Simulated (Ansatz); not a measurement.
**What a change of settings does to a run on Hf**

The cell is the one relaxed in the Materials Project (mp-103), not relaxed further here; entries there can be hypothetical. The listed cell was then made from it by scaling, straining or moving an atom.

First run: DFT, r2SCAN, PAW with Ansatz's default frozen-core files, scalar-relativistic (Ansatz 0.2.0).

Command: `ansatz run input.yaml --threads 1 --pin off --max-ram 2048MiB --backend cpu --events-out ev --progress --plain --runs-dir out` The run took 20 s on 1 thread of Arm Neoverse V1, on a shared host, peak memory 0.48 GiB.

```yaml
crystal:
  lattice:
    - [3.1709585857, 0.0, 0.0]
    - [-1.5854792928, 2.7461306896, 0.0]
    - [0.0, 0.0, 5.0111812799]
  atoms:
    - { symbol: Hf, position: [0.3333333333, 0.6666666667, 0.25] }
    - { symbol: Hf, position: [0.6666666667, 0.3333333333, 0.75] }
kpoints:
  mp_grid: { grid: [12, 12, 7] }
scf:
  occupations: { method: fermi_dirac, width: 0.05 }
hamiltonian:
  xc: r2scan
  pseudopotentials: { kind: paw }
output:
  forces: true
  stress: true
  eigenvalues: true
  efg: { contact_densities: true }
  write_density: true
  write_potential: true
  elf: true
  volumetric_format: npy
```

Result: converged; pressure 2.83 GPa; no gap on the k mesh; 7 SCF iterations.

No spin–orbit coupling, which matters for the heavy atoms here.

The input is then changed:

```diff
@@ -11,4 +11,5 @@
 scf:
   occupations: { method: fermi_dirac, width: 0.05 }
+  n_extra_bands: 8
 hamiltonian:
   xc: r2scan
@@ -19,7 +20,3 @@
   eigenvalues: true
   efg: { contact_densities: true }
-  write_density: true
-  write_potential: true
-  elf: true
-  volumetric_format: npy
```

(1) Predict the outcome of the changed run.

Answers

(1) It converged; energy at zero smearing 0.0 meV/atom from the first run; pressure 2.83 GPa; no gap on the k mesh; 7 SCF iterations.
